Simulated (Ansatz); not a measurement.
Input for Ansatz (plane-wave DFT, PAW):

```yaml
crystal:
  lattice:
    - [-2.770908, 2.770908, 2.770908]
    - [2.770908, -2.770908, 2.770908]
    - [2.770908, 2.770908, -2.770908]
  atoms:
    - { symbol: Fe, position: [0.0, 0.0, 0.0], spin: 2.55 }
    - { symbol: Fe, position: [0.0, 0.0, 0.5], spin: 2.9 }
    - { symbol: Fe, position: [0.0, 0.5, 0.0], spin: 2.9 }
    - { symbol: Fe, position: [0.5, 0.0, 0.0], spin: 2.9 }
    - { symbol: Fe, position: [0.5, 0.5, 0.5], spin: 2.9 }
    - { symbol: Co, position: [0.0, 0.5, 0.5], spin: 1.98 }
    - { symbol: Co, position: [0.5, 0.5, 0.0], spin: 1.98 }
    - { symbol: Co, position: [0.5, 0.0, 0.5], spin: 1.98 }
basis:
  ecutwfc: 420
kpoints:
  mp_grid: { grid: [6, 6, 6] }
hamiltonian:
  xc: pbe
scf:
  occupations: { method: gaussian, width: 0.1 }
output:
  forces: true
  stress: true
  eigenvalues: true
  populations: true
magnetization:
  spin_polarized: true
relax:
  adjacent_minimum: "off"
  f_tol: 0.05
  max_steps: 80
  cell: { stress_tol: 0.5 }
```

Command:
```bash
ansatz run input.yaml --threads 2 --pin off --max-ram 5120MiB --backend cpu --events-out ev --progress --plain --runs-dir out
```

Level of theory: DFT PBE, scalar-relativistic, plane waves, PAW (Ansatz).

Abridged output (iterations and final results):

```
SCF iter   1: F=—  HF=-37779.078962 eV  |F-HF|=—  |Δ(HF+E_count)|=         —  Δρ=9.49e-2 (↑4.90e-2 ↓9.49e-2) dr2=1.00e1  dr2_m=7.78e-1  M=18.493 μB ∫|m|=18.758 μB  β_m=0.30  ethr=3.10e-3  ⟨swp⟩=5.0  Hψ=8974  notcnv=0  defer=92
Mixer restart at iter 1: flushing history
spin=Collinear: Kerker preconditioning applied to the charge; magnetization (m = ρ↑ − ρ↓) channel mixes plain (no charge-response kernel on spin).
SCF iter   2: F=—  HF=-37776.173193 eV  |F-HF|=—  |Δ(HF+E_count)|=    2.91e0  Δρ=4.73e-2 (↑1.48e-2 ↓4.73e-2) dr2=1.24e0  dr2_m=5.53e-1  M=18.552 μB ∫|m|=18.961 μB  β_m=0.39  ethr=3.10e-3  ⟨swp⟩=2.5  Hψ=4677  notcnv=0  defer=327
SCF iter   3: F=—  HF=-37778.652999 eV  |F-HF|=—  |Δ(HF+E_count)|=    2.48e0  Δρ=1.79e-2 (↑1.79e-2 ↓1.72e-2) dr2=7.79e-2  dr2_m=1.88e-1  M=18.436 μB ∫|m|=19.039 μB  β_m=0.60  ethr=9.47e-4  ⟨swp⟩=2.2  Hψ=3838  notcnv=0  defer=327
SCF iter   4: F=—  HF=-37780.689559 eV  |F-HF|=—  |Δ(HF+E_count)|=         —  Δρ=1.54e-2 (↑1.11e-2 ↓1.54e-2) dr2=3.18e-1  dr2_m=2.20e-2  M=18.133 μB ∫|m|=18.920 μB  β_m=0.60  ethr=5.95e-5  ⟨swp⟩=2.5  Hψ=5811  notcnv=0  defer=331
Mixer restart at iter 4: flushing history
SCF iter   5: F=—  HF=-37780.943419 eV  |F-HF|=—  |Δ(HF+E_count)|=   2.54e-1  Δρ=6.81e-3 (↑6.81e-3 ↓4.10e-3) dr2=4.11e-2  dr2_m=4.80e-3  M=18.050 μB ∫|m|=18.892 μB  β_m=0.58  ethr=5.95e-5  ⟨swp⟩=2.3  Hψ=5750  notcnv=0  defer=336
SCF iter   6: F=—  HF=-37780.964284 eV  |F-HF|=—  |Δ(HF+E_count)|=   2.09e-2  Δρ=5.63e-3 (↑3.33e-3 ↓5.63e-3) dr2=4.82e-2  dr2_m=2.47e-3  M=17.998 μB ∫|m|=18.865 μB  β_m=0.66  ethr=3.14e-5  ⟨swp⟩=2.0  Hψ=5667  notcnv=0  defer=336
SCF iter   7: F=—  HF=-37780.978217 eV  |F-HF|=—  |Δ(HF+E_count)|=   1.39e-2  Δρ=2.32e-3 (↑1.27e-3 ↓2.32e-3) dr2=4.45e-3  dr2_m=7.34e-4  M=17.935 μB ∫|m|=18.846 μB  β_m=0.79  ethr=3.14e-5  ⟨swp⟩=2.0  Hψ=4518  notcnv=0  defer=336
SCF iter   8: F=—  HF=-37780.981301 eV  |F-HF|=—  |Δ(HF+E_count)|=   3.08e-3  Δρ=1.78e-3 (↑1.54e-3 ↓1.78e-3) dr2=3.44e-3  dr2_m=4.89e-4  M=17.933 μB ∫|m|=18.840 μB  β_m=0.79  ethr=3.40e-6  ⟨swp⟩=2.1  Hψ=3991  notcnv=0  defer=336
SCF iter   9: F=—  HF=-37780.980542 eV  |F-HF|=—  |Δ(HF+E_count)|=   7.59e-4  Δρ=6.23e-4 (↑6.23e-4 ↓4.87e-4) dr2=7.07e-4  dr2_m=3.30e-5  M=17.946 μB ∫|m|=18.851 μB  β_m=0.81  ethr=2.62e-6  ⟨swp⟩=2.1  Hψ=5035  notcnv=0  defer=336
SCF iter  10: F=—  HF=-37780.980736 eV  |F-HF|=—  |Δ(HF+E_count)|=   1.94e-4  Δρ=3.38e-4 (↑1.68e-4 ↓3.38e-4) dr2=1.12e-4  dr2_m=9.95e-6  M=17.937 μB ∫|m|=18.845 μB  β_m=0.85  ethr=5.40e-7  ⟨swp⟩=2.1  Hψ=3968  notcnv=0  defer=336
SCF iter  11: F=—  HF=-37780.980754 eV  |F-HF|=—  |Δ(HF+E_count)|=   1.80e-5  Δρ=1.71e-4 (↑9.86e-5 ↓1.71e-4) dr2=3.96e-5  dr2_m=1.85e-6  M=17.936 μB ∫|m|=18.845 μB  β_m=0.83  ethr=8.56e-8  ⟨swp⟩=2.1  Hψ=3891  notcnv=0  defer=336
SCF iter  12: F=—  HF=-37780.980754 eV  |F-HF|=—  |Δ(HF+E_count)|=   3.57e-7  Δρ=5.65e-5 (↑4.01e-5 ↓5.65e-5) dr2=4.95e-6  dr2_m=3.06e-7  M=17.936 μB ∫|m|=18.845 μB  β_m=0.91  ethr=3.02e-8  ⟨swp⟩=2.2  Hψ=3976  notcnv=0  defer=336
SCF iter  13: F=—  HF=-37780.980754 eV  |F-HF|=—  |Δ(HF+E_count)|=   2.83e-7  Δρ=1.97e-5 (↑1.97e-5 ↓1.53e-5) dr2=7.19e-7  dr2_m=2.15e-8  M=17.937 μB ∫|m|=18.845 μB  β_m=0.96  ethr=3.78e-9  ⟨swp⟩=2.1  Hψ=4118  notcnv=0  defer=336
SCF iter  14: F=—  HF=-37780.980754 eV  |F-HF|=—  |Δ(HF+E_count)|=   9.84e-8  Δρ=4.02e-6 (↑2.12e-6 ↓4.02e-6) dr2=1.98e-8  dr2_m=2.91e-9  M=17.936 μB ∫|m|=18.845 μB  β_m=0.98  ethr=5.49e-10  ⟨swp⟩=2.1  Hψ=3968  notcnv=0  defer=336
SCF iter  15: F=-37780.980754 eV  HF=-37780.980754 eV  |F-HF|=1.18e-8  |Δ(HF+E_count)|=   3.34e-9  Δρ=2.39e-6 (↑2.39e-6 ↓2.36e-6) dr2=1.35e-8  dr2_m=9.67e-11  M=17.936 μB ∫|m|=18.845 μB  ethr=1.51e-11  ⟨swp⟩=9.3  Hψ=13814  notcnv=0
SCF 1 converged in 15 iterations: F = -37780.980754 eV  dr2 = 1.35e-8
relax step   1: F+E_penalty+E_count = -37780.98075383 eV  Δ(F+E_penalty+E_count) = +0.000e0 eV  max|allowed force component| = 3.545e-28 eV/Å  Δτ_max = 0.0000 Å  P = +18.951 GPa  Ω = 85.099 Å³  (15 SCF iters, dr2 threshold 1.00e-7 eV, accepted)
Crystal: 8 atoms, lattice volume = 88.989 Å³
Basis set: ecut = 420 eV, 1745 PW (Γ), exchange–correlation on 72×72×72 points (8 copies of the dense FFT grid, shifted against one another)
Initial density: handed on by an earlier stage of this run
Starting moments: Σ|m| = 20.09 μB on 8 of 8 sites; this step starts from the density that it was given
Initial wavefunctions: those handed on with the density
SCF iter   1: F=—  HF=-37781.327243 eV  |F-HF|=—  |Δ(HF+E_count)|=         —  Δρ=1.34e-2 (↑1.34e-2 ↓5.43e-3) dr2=1.18e-1  dr2_m=4.49e-2  M=18.281 μB ∫|m|=19.323 μB  β_m=0.30  ethr=8.63e-5  ⟨swp⟩=1.7  Hψ=11637  notcnv=0  defer=1
spin=Collinear: Kerker preconditioning applied to the charge; magnetization (m = ρ↑ − ρ↓) channel mixes plain (no charge-response kernel on spin).
SCF iter   2: F=—  HF=-37781.284052 eV  |F-HF|=—  |Δ(HF+E_count)|=   4.32e-2  Δρ=6.18e-3 (↑6.18e-3 ↓3.37e-3) dr2=1.27e-2  dr2_m=1.66e-2  M=18.280 μB ∫|m|=19.308 μB  β_m=0.41  ethr=8.63e-5  ⟨swp⟩=2.1  Hψ=4362  notcnv=0  defer=1
SCF iter   3: F=—  HF=-37781.288892 eV  |F-HF|=—  |Δ(HF+E_count)|=   4.84e-3  Δρ=2.49e-3 (↑2.03e-3 ↓2.49e-3) dr2=7.04e-4  dr2_m=3.83e-3  M=18.306 μB ∫|m|=19.320 μB  β_m=0.61  ethr=9.71e-6  ⟨swp⟩=1.6  Hψ=3139  notcnv=0  defer=1
SCF iter   4: F=—  HF=-37781.299247 eV  |F-HF|=—  |Δ(HF+E_count)|=   1.04e-2  Δρ=1.73e-3 (↑9.86e-4 ↓1.73e-3) dr2=3.33e-3  dr2_m=2.44e-4  M=18.343 μB ∫|m|=19.345 μB  β_m=0.67  ethr=5.38e-7  ⟨swp⟩=2.0  Hψ=5319  notcnv=0  defer=1
SCF iter   5: F=—  HF=-37781.299797 eV  |F-HF|=—  |Δ(HF+E_count)|=   5.50e-4  Δρ=6.39e-4 (↑5.96e-4 ↓6.39e-4) dr2=9.40e-4  dr2_m=2.56e-5  M=18.350 μB ∫|m|=19.349 μB  β_m=0.69  ethr=5.38e-7  ⟨swp⟩=2.0  Hψ=5028  notcnv=0  defer=1
SCF iter   6: F=—  HF=-37781.299571 eV  |F-HF|=—  |Δ(HF+E_count)|=   2.26e-4  Δρ=2.72e-4 (↑2.72e-4 ↓1.33e-4) dr2=4.62e-5  dr2_m=7.06e-6  M=18.357 μB ∫|m|=19.356 μB  β_m=0.85  ethr=5.38e-7  ⟨swp⟩=2.0  Hψ=4119  notcnv=0  defer=1
SCF iter   7: F=—  HF=-37781.299594 eV  |F-HF|=—  |Δ(HF+E_count)|=   2.22e-5  Δρ=1.44e-4 (↑1.44e-4 ↓1.40e-4) dr2=4.01e-5  dr2_m=6.71e-7  M=18.355 μB ∫|m|=19.354 μB  β_m=0.67  ethr=3.53e-8  ⟨swp⟩=2.0  Hψ=5029  notcnv=0  defer=1
SCF iter   8: F=—  HF=-37781.299590 eV  |F-HF|=—  |Δ(HF+E_count)|=   3.58e-6  Δρ=3.48e-5 (↑2.22e-5 ↓3.48e-5) dr2=1.81e-6  dr2_m=8.15e-8  M=18.355 μB ∫|m|=19.355 μB  β_m=0.81  ethr=3.06e-8  ⟨swp⟩=2.0  Hψ=4084  notcnv=0  defer=1
SCF iter   9: F=—  HF=-37781.299590 eV  |F-HF|=—  |Δ(HF+E_count)|=   2.15e-8  Δρ=1.09e-5 (↑6.63e-6 ↓1.09e-5) dr2=2.41e-7  dr2_m=1.89e-8  M=18.355 μB ∫|m|=19.355 μB  β_m=0.88  ethr=1.38e-9  ⟨swp⟩=2.0  Hψ=3417  notcnv=0  defer=1
SCF iter  10: F=—  HF=-37781.299590 eV  |F-HF|=—  |Δ(HF+E_count)|=   3.89e-8  Δρ=1.41e-5 (↑6.88e-6 ↓1.41e-5) dr2=2.15e-7  dr2_m=2.16e-8  M=18.355 μB ∫|m|=19.355 μB  β_m=0.94  ethr=1.84e-10  ⟨swp⟩=2.3  Hψ=3814  notcnv=0  defer=1
SCF iter  11: F=-37781.299590 eV  HF=-37781.299590 eV  |F-HF|=1.75e-7  |Δ(HF+E_count)|=   2.08e-8  Δρ=1.08e-5 (↑5.90e-6 ↓1.08e-5) dr2=1.83e-7  dr2_m=1.77e-8  M=18.355 μB ∫|m|=19.355 μB  ethr=1.64e-10  ⟨swp⟩=2.5  Hψ=8585  notcnv=0
SCF 2 converged in 11 iterations: F = -37781.299590 eV  dr2 = 1.83e-7
   ...
SCF iter  10: F=—  HF=-37781.379980 eV  |F-HF|=—  |Δ(HF+E_count)|=   2.43e-6  Δρ=1.54e-5 (↑8.77e-6 ↓1.54e-5) dr2=3.51e-7  dr2_m=2.88e-8  M=18.606 μB ∫|m|=19.687 μB  β_m=0.94  ethr=9.38e-10  ⟨swp⟩=2.0  Hψ=4811  notcnv=0
SCF iter  11: F=—  HF=-37781.379980 eV  |F-HF|=—  |Δ(HF+E_count)|=   1.15e-7  Δρ=8.57e-6 (↑2.91e-6 ↓8.57e-6) dr2=1.35e-7  dr2_m=1.46e-8  M=18.606 μB ∫|m|=19.687 μB  β_m=0.97  ethr=2.68e-10  ⟨swp⟩=2.0  Hψ=3910  notcnv=0
SCF iter  12: F=-37781.379980 eV  HF=-37781.379980 eV  |F-HF|=2.76e-8  |Δ(HF+E_count)|=   2.74e-8  Δρ=5.46e-6 (↑2.73e-6 ↓5.46e-6) dr2=3.74e-8  dr2_m=3.17e-9  M=18.606 μB ∫|m|=19.687 μB  β_m=0.98  ethr=1.03e-10  ⟨swp⟩=2.1  Hψ=7919  notcnv=0
SCF iter  13: F=-37781.379980 eV  HF=-37781.379980 eV  |F-HF|=9.61e-8  |Δ(HF+E_count)|=   2.28e-9  Δρ=8.16e-6 (↑2.98e-6 ↓8.16e-6) dr2=1.05e-7  dr2_m=6.24e-9  M=18.606 μB ∫|m|=19.687 μB  β_m=0.99  ethr=2.86e-11  ⟨swp⟩=1.2  Hψ=5960  notcnv=0
SCF iter  14: F=-37781.379980 eV  HF=-37781.379980 eV  |F-HF|=5.27e-8  |Δ(HF+E_count)|=   4.15e-9  Δρ=5.41e-6 (↑1.91e-6 ↓5.41e-6) dr2=5.56e-8  dr2_m=3.04e-9  M=18.606 μB ∫|m|=19.687 μB  ethr=2.86e-11  ⟨swp⟩=1.2  Hψ=6502  notcnv=0
SCF 3 converged in 14 iterations: F = -37781.379980 eV  dr2 = 5.56e-8
relax step   3: F+E_penalty+E_count = -37781.37998037 eV  Δ(F+E_penalty+E_count) = -8.039e-2 eV  max|allowed force component| = 7.615e-29 eV/Å  Δτ_max = 0.0000 Å  P = +0.767 GPa  Ω = 92.077 Å³  energy of the carried Pulay correction = -6.214e-3 eV  (14 SCF iters, dr2 threshold 8.00e-7 eV, accepted)
Crystal: 8 atoms, lattice volume = 92.416 Å³
SCF iter   1: F=—  HF=-37781.380723 eV  |F-HF|=—  |Δ(HF+E_count)|=         —  Δρ=9.79e-4 (↑9.79e-4 ↓4.71e-4) dr2=1.00e-3  dr2_m=1.61e-4  M=18.623 μB ∫|m|=19.717 μB  β_m=0.65  ethr=8.23e-7  ⟨swp⟩=2.0  Hψ=11056  notcnv=0
spin=Collinear: Kerker preconditioning applied to the charge; magnetization (m = ρ↑ − ρ↓) channel mixes plain (no charge-response kernel on spin).
SCF iter   2: F=—  HF=-37781.380394 eV  |F-HF|=—  |Δ(HF+E_count)|=   3.30e-4  Δρ=5.39e-4 (↑5.39e-4 ↓3.94e-4) dr2=3.49e-4  dr2_m=5.28e-6  M=18.618 μB ∫|m|=19.710 μB  β_m=0.37  ethr=7.63e-7  ⟨swp⟩=2.0  Hψ=4780  notcnv=0
SCF iter   3: F=—  HF=-37781.380347 eV  |F-HF|=—  |Δ(HF+E_count)|=   4.70e-5  Δρ=1.36e-4 (↑1.10e-4 ↓1.36e-4) dr2=4.70e-6  dr2_m=9.15e-6  M=18.621 μB ∫|m|=19.713 μB  β_m=0.58  ethr=2.66e-7  ⟨swp⟩=2.5  Hψ=4494  notcnv=0
SCF iter   4: F=—  HF=-37781.380470 eV  |F-HF|=—  |Δ(HF+E_count)|=   1.24e-4  Δρ=9.84e-5 (↑6.13e-5 ↓9.84e-5) dr2=1.11e-5  dr2_m=1.59e-6  M=18.624 μB ∫|m|=19.715 μB  β_m=0.79  ethr=3.59e-9  ⟨swp⟩=2.0  Hψ=5037  notcnv=0
SCF iter   5: F=—  HF=-37781.380519 eV  |F-HF|=—  |Δ(HF+E_count)|=   4.84e-5  Δρ=6.86e-5 (↑6.86e-5 ↓6.42e-5) dr2=1.02e-5  dr2_m=5.06e-7  M=18.625 μB ∫|m|=19.716 μB  β_m=0.77  ethr=3.59e-9  ⟨swp⟩=2.0  Hψ=5021  notcnv=0
SCF iter   6: F=—  HF=-37781.380532 eV  |F-HF|=—  |Δ(HF+E_count)|=   1.37e-5  Δρ=1.90e-5 (↑1.90e-5 ↓9.82e-6) dr2=1.67e-7  dr2_m=9.65e-8  M=18.627 μB ∫|m|=19.718 μB  β_m=0.88  ethr=3.59e-9  ⟨swp⟩=2.0  Hψ=4941  notcnv=0
SCF iter   7: F=—  HF=-37781.380533 eV  |F-HF|=—  |Δ(HF+E_count)|=   1.35e-7  Δρ=1.45e-5 (↑1.45e-5 ↓6.88e-6) dr2=1.58e-7  dr2_m=2.97e-8  M=18.627 μB ∫|m|=19.718 μB  β_m=0.75  ethr=1.27e-10  ⟨swp⟩=2.0  Hψ=5024  notcnv=0
SCF iter   8: F=-37781.380532 eV  HF=-37781.380533 eV  |F-HF|=5.09e-7  |Δ(HF+E_count)|=   2.85e-8  Δρ=2.13e-5 (↑4.78e-6 ↓2.13e-5) dr2=5.61e-7  dr2_m=6.70e-8  M=18.627 μB ∫|m|=19.718 μB  ethr=1.21e-10  ⟨swp⟩=2.1  Hψ=8115  notcnv=0
SCF 4 converged in 8 iterations: F = -37781.380532 eV  dr2 = 5.61e-7
relax step   4: F+E_penalty+E_count = -37781.38053207 eV  Δ(F+E_penalty+E_count) = -5.517e-4 eV  max|allowed force component| = 8.746e-29 eV/Å  Δτ_max = 0.0000 Å  P = +0.031 GPa  Ω = 92.416 Å³  energy of the carried Pulay correction = -6.503e-3 eV  (8 SCF iters, dr2 threshold 8.00e-7 eV, accepted)
Initial wavefunctions: pseudopotential atomic-orbital guess (no wavefunctions were taken with the density)
SCF iter   1: F=—  HF=-37781.377716 eV  |F-HF|=—  |Δ(HF+E_count)|=         —  Δρ=1.57e-3 (↑1.57e-3 ↓1.15e-3) dr2=3.38e-4  dr2_m=1.12e-4  M=18.630 μB ∫|m|=19.720 μB  β_m=0.65  ethr=2.10e-7  ⟨swp⟩=3.6  Hψ=17455  notcnv=0  defer=4
spin=Collinear: Kerker preconditioning applied to the charge; magnetization (m = ρ↑ − ρ↓) channel mixes plain (no charge-response kernel on spin).
SCF iter   2: F=—  HF=-37781.389339 eV  |F-HF|=—  |Δ(HF+E_count)|=   1.16e-2  Δρ=5.51e-4 (↑5.51e-4 ↓3.94e-4) dr2=3.00e-5  dr2_m=1.40e-5  M=18.630 μB ∫|m|=19.719 μB  β_m=0.64  ethr=2.10e-7  ⟨swp⟩=1.0  Hψ=2957  notcnv=0  defer=2
SCF iter   3: F=—  HF=-37781.390975 eV  |F-HF|=—  |Δ(HF+E_count)|=   1.64e-3  Δρ=4.20e-5 (↑3.77e-5 ↓4.20e-5) dr2=5.33e-7  dr2_m=6.16e-7  M=18.629 μB ∫|m|=19.717 μB  β_m=0.63  ethr=2.29e-8  ⟨swp⟩=2.0  Hψ=4780  notcnv=0  defer=2
SCF iter   4: F=—  HF=-37781.390985 eV  |F-HF|=—  |Δ(HF+E_count)|=   1.04e-5  Δρ=5.92e-5 (↑3.20e-5 ↓5.92e-5) dr2=3.14e-6  dr2_m=5.31e-7  M=18.629 μB ∫|m|=19.717 μB  β_m=0.63  ethr=4.07e-10  ⟨swp⟩=2.0  Hψ=5018  notcnv=0  defer=2
SCF iter   5: F=—  HF=-37781.390994 eV  |F-HF|=—  |Δ(HF+E_count)|=   9.05e-6  Δρ=4.04e-5 (↑4.04e-5 ↓3.66e-5) dr2=6.24e-7  dr2_m=6.09e-7  M=18.628 μB ∫|m|=19.717 μB  β_m=0.82  ethr=4.07e-10  ⟨swp⟩=2.1  Hψ=5053  notcnv=0  defer=2
SCF iter   6: F=—  HF=-37781.391002 eV  |F-HF|=—  |Δ(HF+E_count)|=   7.56e-6  Δρ=2.62e-5 (↑1.09e-5 ↓2.62e-5) dr2=8.23e-7  dr2_m=5.86e-8  M=18.628 μB ∫|m|=19.716 μB  β_m=0.80  ethr=4.07e-10  ⟨swp⟩=2.0  Hψ=5024  notcnv=0  defer=2
SCF iter   7: F=—  HF=-37781.391003 eV  |F-HF|=—  |Δ(HF+E_count)|=   1.02e-6  Δρ=1.29e-5 (↑1.29e-5 ↓4.16e-6) dr2=9.53e-8  dr2_m=3.48e-8  M=18.628 μB ∫|m|=19.716 μB  β_m=0.68  ethr=4.07e-10  ⟨swp⟩=2.0  Hψ=5033  notcnv=0  defer=2
SCF iter   8: F=—  HF=-37781.391003 eV  |F-HF|=—  |Δ(HF+E_count)|=   7.84e-9  Δρ=3.33e-6 (↑3.33e-6 ↓2.60e-6) dr2=9.65e-9  dr2_m=3.69e-9  M=18.628 μB ∫|m|=19.716 μB  β_m=0.84  ethr=7.27e-11  ⟨swp⟩=2.0  Hψ=4082  notcnv=0  defer=2
SCF iter   9: F=—  HF=-37781.391003 eV  |F-HF|=—  |Δ(HF+E_count)|=   2.04e-8  Δρ=1.20e-6 (↑8.60e-7 ↓1.20e-6) dr2=3.38e-9  dr2_m=1.09e-10  M=18.628 μB ∫|m|=19.716 μB  β_m=0.81  ethr=7.37e-12  ⟨swp⟩=2.0  Hψ=4869  notcnv=0  defer=2
SCF iter  10: F=-37781.391003 eV  HF=-37781.391003 eV  |F-HF|=3.67e-9  |Δ(HF+E_count)|=  7.35e-10  Δρ=2.06e-6 (↑8.61e-7 ↓2.06e-6) dr2=4.41e-9  dr2_m=1.27e-9  M=18.628 μB ∫|m|=19.716 μB  ethr=2.58e-12  ⟨swp⟩=3.9  Hψ=9703  notcnv=0
SCF 5 converged in 10 iterations: F = -37781.391003 eV  dr2 = 4.41e-9
SCF converged after 10 iterations
Magnetization: 18.6276 μB (74.8138 up, 56.1862 down)
Absolute magnetization: 19.7182 μB (∫|ρ↑−ρ↓|, with the PAW one-centre terms)
Spin contamination: 0.3479 ħ² per cell (⟨S²⟩ above its minimum at these occupations)
Per-site moments (μB) at R_I (Å): [(2.47539827, 1.01745853), (2.76785868, 1.01745853), (2.76785868, 1.01745853), (2.76785868, 1.01745853), (2.76785868, 1.01745853), (1.83485668, 1.01745853), (1.83485668, 1.01745853), (1.83485668, 1.01745853)]
Free energy (F): -37781.391003 eV
Harris-Foulkes:  -37781.391003 eV  (|F-HF|=3.67e-9)
Internal energy: -37781.372472 eV  (E = F + TS)
E sigma→0 (E₀):  -37781.381737 eV
Entropy (-TS):   -0.018531 eV (-2.316 meV/atom)
Fermi energy:    18.179055 eV
--- Per-component energies (eV) ---
  E_band       = -1881.800914
  E_kinetic    = 3101.443293
  E_local      = -19205.911154  (includes V_loc(G=0)·N_el)
  E_nonlocal   = 2463.207018
  E_hartree    = 8047.284150
  E_xc         = -1063.403986
  E_vxc        = -1370.392898  (∫ρ·V_xc dr)
  E_paw        = -11381.079196  (= ΣΔE_a)
  E_vpaw       = -2964.720131  (= ΣTr[D̂ρ^β])
  E_aug_tail   = 0.003562  (compensation charges beyond the density's cutoff)
  E_ewald      = -19742.916159
  E_smearing   = -0.018531  (= −TS)
--- Forces (eV/Å), atoms counted from 1 ---
  atom   1  Fe     0.00000000     0.00000000     0.00000000
  atom   2  Fe     0.00000000     0.00000000     0.00000000
  atom   3  Fe     0.00000000     0.00000000     0.00000000
  atom   4  Fe     0.00000000     0.00000000     0.00000000
  atom   5  Fe     0.00000000     0.00000000     0.00000000
  atom   6  Co     0.00000000     0.00000000     0.00000000
  atom   7  Co     0.00000000     0.00000000     0.00000000
  atom   8  Co     0.00000000     0.00000000     0.00000000
--- Stress (GPa, compression-positive) ---
        0.299662       0.000000       0.000000
        0.000000       0.299662       0.000000
        0.000000       0.000000       0.299662
  P = ⅓ Tr σ = 0.2997 GPa (2.997 kbar)
--- Band table (eV; the first three rows and the last of 32) ---
  k-point 0 ↑: bands = ["-78.1411", "-78.1366", "-78.1366", "-70.5385", "-70.5274", "-70.5274", "-70.5274", "-69.8945", "-41.4298", "-41.4298", "-41.4298", "-41.3895", "-41.3895", "-41.3895", "-41.3665", "-41.3665", "-41.3665", "-36.6330", "-36.6330", "-36.6330", "-36.6104", "-36.6104", "-36.6104", "-36.5758", "-36.5758", "-36.5218", "-36.5218", "-36.5218", "-36.4490", "-35.9097", "-35.9097", "-35.9097", "9.2960", "12.7584", "12.7584", "12.8500", "12.9393", "12.9393", "12.9393", "12.9815", "12.9815", "14.2812", "14.2812", "14.2812", "14.3594", "14.3594", "14.3594", "15.3252", "15.3252", "15.3252", "16.3112", "16.3112", "16.3628", "16.3790", "16.3885", "16.3885", "16.5512", "16.5512", "16.551 ...
  k-point 1 ↑: bands = ["-78.1407", "-78.1368", "-78.1365", "-70.5376", "-70.5280", "-70.5274", "-70.5274", "-69.8946", "-41.4292", "-41.4269", "-41.4265", "-41.3920", "-41.3915", "-41.3892", "-41.3662", "-41.3662", "-41.3662", "-36.6324", "-36.6319", "-36.6295", "-36.6102", "-36.6101", "-36.6071", "-36.5800", "-36.5777", "-36.5240", "-36.5163", "-36.5157", "-36.4522", "-35.9195", "-35.9144", "-35.9098", "9.5776", "12.8067", "12.8896", "12.9579", "13.0422", "13.0712", "13.0715", "13.0961", "13.1012", "14.3187", "14.3323", "14.3505", "14.3968", "14.4129", "14.4977", "15.2556", "15.3176", "15.4662", "15.8255", "16.1313", "16.1624", "16.2501", "16.2613", "16.2780", "16.3105", "16.3336", "16.449 ...
  k-point 2 ↑: bands = ["-78.1400", "-78.1374", "-78.1365", "-70.5355", "-70.5299", "-70.5274", "-70.5274", "-69.8951", "-41.4281", "-41.4192", "-41.4181", "-41.3990", "-41.3977", "-41.3887", "-41.3657", "-41.3656", "-41.3656", "-36.6307", "-36.6301", "-36.6198", "-36.6118", "-36.6088", "-36.5993", "-36.5912", "-36.5829", "-36.5287", "-36.5022", "-36.5015", "-36.4612", "-35.9399", "-35.9239", "-35.9099", "10.3822", "12.5216", "13.2497", "13.2978", "13.3520", "13.3974", "13.4343", "13.4432", "13.4576", "14.3713", "14.4288", "14.4311", "14.4445", "14.5633", "14.8567", "14.9628", "15.0705", "15.2431", "15.3528", "15.4028", "15.4198", "15.4382", "15.6889", "15.8595", "16.1337", "16.2383", "16.30 ...
  k-point 15 ↓: bands = ["-75.8750", "-75.8750", "-75.8703", "-67.2807", "-67.2807", "-67.2807", "-67.2698", "-66.9873", "-39.2144", "-39.2144", "-39.2144", "-39.1722", "-39.1722", "-39.1722", "-39.1697", "-39.1697", "-39.1697", "-33.4449", "-33.4449", "-33.4235", "-33.4235", "-33.4235", "-33.4169", "-33.3687", "-33.3687", "-33.3687", "-33.3476", "-33.3476", "-33.3476", "-33.1137", "-33.1137", "-33.1137", "13.5188", "13.5188", "13.7147", "13.7147", "13.7147", "13.7547", "15.7990", "15.7990", "15.7990", "16.1316", "16.1316", "16.1316", "16.6617", "16.9030", "16.9030", "17.2024", "17.2024", "17.2024", "17.2437", "17.2437", "17.2437", "17.5144", "17.5144", "17.5144", "18.0765", "18.0765", "18.0 ...
--- Relaxed structure (4 steps of the walk, 4 accepted, 1 SCFs on fresh bases) ---
  F+E_penalty+E_count = -37781.39100274 eV   max|allowed force component| = 8.247e-29 eV/Å   (the final SCF, on the basis selected at the relaxed cell)
  cell:  # Å, volume = 92.4158 Å³
    - [-2.84814524, 2.84814524, 2.84814524]
    - [2.84814524, -2.84814524, 2.84814524]
    - [2.84814524, 2.84814524, -2.84814524]
  atoms:
    - { symbol: Fe, position: [0.0, 0.0, 0.0] }
    - { symbol: Fe, position: [0.0, 0.0, 0.5] }
    - { symbol: Fe, position: [0.0, 0.5, 0.0] }
    - { symbol: Fe, position: [0.5, 0.0, 0.0] }
    - { symbol: Fe, position: [0.5, 0.5, 0.5] }
    - { symbol: Co, position: [0.0, 0.5, 0.5] }
    - { symbol: Co, position: [0.5, 0.5, 0.0] }
    - { symbol: Co, position: [0.5, 0.0, 0.5] }
--- Löwdin populations: 8 sites ---
  site symbol q [e]    m [muB]
     0     Fe     15.8450     2.5403
     1     Fe     15.7431     2.8188
     2     Fe     15.7431     2.8188
     3     Fe     15.7431     2.8188
     4     Fe     15.7431     2.8188
     5     Co     16.7572     1.8137
     6     Co     16.7572     1.8137
     7     Co     16.7572     1.8137
  spilling = 0.014587 (of n_electrons = 131.000000)
```

The relaxation met its thresholds.

It took 2.1 min on 2 threads of AMD EPYC (Zen 3), with other jobs on the host, peak memory 0.64 GiB.

The k mesh is coarse. Only parallel moments were tried here.